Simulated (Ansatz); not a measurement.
PbI$_{2}$:
```
CELL_PARAMETERS angstrom
      4.46395     0.00000     0.00000
     -2.23198     3.86589     0.00000
      0.00000     0.00000    13.65014
ATOMIC_POSITIONS crystal
  Pb 0.66667 0.33333 0.49999
  Pb 0.33333 0.66667 0.99999
  I  0.66667 0.33333 0.86331
  I  0.33333 0.66667 0.36331
  I  0.00000 0.00000 0.13670
  I  0.00000 0.00000 0.63670
```

Relaxed with LDA.

Question: Map the valence electron density (e/Å³), cut off at 0.9 on the plane through (0.667, 0.333, 0.500) spanned by u = [0, 0, 1] and v = [1, -1, 0] in lattice vectors, from LDA in the plane-wave PAW code Ansatz.

Answer: x is the fraction of u, y of v (the angle between them is 90°; rows are the nearest grid lines); atoms in the plane: Pb at (0.00, 0.00), Pb at (0.50, 0.67), I at (0.36, 0.00), I at (0.86, 0.67), I at (0.64, 0.33), I at (0.14, 0.33).
```
|@@@*.     .-@@@@@@=.               .*@@@|
|@@@=.     .-%@@@@@-.               .=@@@|
|@@@-.      :*@@@@#-.               .-@@@|
|#+-.       .:+##+-:.             ...:-*#|
|..           .:::::-:.         .:==-::..|
|.             ...:-*+-.       .:+##+-:..|
|                .-@@@@-.      :*@@@@#-. |
|                .*@@@@*.     .-@@@@@@=. |
|                .*@@@@*.     .-@@@@@@=. |
|                .=@@@@=.     .-%@@@@%-. |
|                 :+@@*:.      .=%@@%=:. |
|   ..::.          .:-:::::..   .:==-:.  |
|  .:-==:.          ..::-==-.    .::..   |
| .:=%@@%=.          .:+@@@%=.           |
| .-%@@@@%-.         .-@@@@@%-.          |
| .=@@@@@@-.         .=@@@@@@-.          |
| .=@@@@@@-.         .=@@@@@@-.          |
| .-#@@@@*:          .-*@@@@*:           |
|..:-+##+:.    ..     .-+##+:.          .|
|..::-==-.    .::..   .:-==:.          ..|
|#*-:...    .:+##+-.     ..          .-+#|
|@@@-.      :*@@@@*-.               .-@@@|
|@@@=.     .-%@@@@%-.               .=@@@|
|@@@*.     .-@@@@@@=.               .*@@@|
```
Scale: ten equal steps from 0.005 (start of ' ') to 0.900 (end of '@'), in the order ' .:-=+*#%@'; x runs from 0.000 to 1.00, y from 0.000 (bottom) to 1.00 (top).

The density is the valence pseudo-density with augmentation charge, so density and ELF within about 1 Å of a nucleus are not all-electron values.

Space group P6_3mc. The first step of the workflow began from a Materials Project structure, measured or hypothetical; the Crystallography Open Database files this formula in space group No. 186, but the cells were not matched. It is not the phase usual at ambient conditions (space group No. 164). The LDA relaxation kept the symmetry of its start; whether a distortion lowers the energy is not shown. A crystal of weakly bound layers computed without a dispersion correction: the cell and the soft elastic constants depend strongly on that. Spin–orbit coupling is left out wherever it is not named.

Potentials: the later of the program's two PAW sets.
